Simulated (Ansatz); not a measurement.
**Mo3W: relaxed-ion elastic tensor**

Theory: Ansatz 0.2.0, DFT PBE, scalar-relativistic, plane waves, PAW. Cutoff 420 eV, 14×14×8 k-points (Γ-centred), Fermi-Dirac smearing of 0.15 eV. No spin polarisation.

Equilibrium structure at this level:
```yaml
crystal:
  lattice:
    - [3.16674, 0.00000, 0.00000]
    - [0.00000, 3.16674, 0.00000]
    - [0.00000, 0.00000, 6.33481]
  atoms:
    - { symbol: Mo, position: [0.00000, 0.00000, 0.75046] }
    - { symbol: Mo, position: [0.50000, 0.50000, 0.00000] }
    - { symbol: Mo, position: [0.00000, 0.00000, 0.24954] }
    - { symbol: W, position: [0.50000, 0.50000, 0.50000] }
```

The cell was found from a structure generator's guess, not taken from experiment. In a metal, frequencies and elastic constants depend on the k mesh and the smearing, soft modes and shear constants most. Spin–orbit coupling is left out, which matters for heavy elements.

(1) Give the relaxed-ion elastic constants (GPa, Voigt order xx yy zz yz xz xy, on the Cartesian axes of the cell above).

(2) Is the crystal stable against homogeneous strain?

(3) And the moduli of a polycrystal (Hill averages)?

Answers

(1)
```
469.9 170.0 169.0   0.0   0.0   0.0
170.0 469.9 169.0   0.0   0.0   0.0
169.0 169.0 469.1   0.0   0.0   0.0
  0.0   0.0   0.0 109.5   0.0   0.0
  0.0   0.0   0.0   0.0 109.5   0.0
  0.0   0.0   0.0   0.0   0.0 109.6
```

(2) Yes: the least eigenvalue of the tensor is 109.6 GPa.

(3) B = 269 GPa, G = 124 GPa, E = 323 GPa, ν = 0.30.
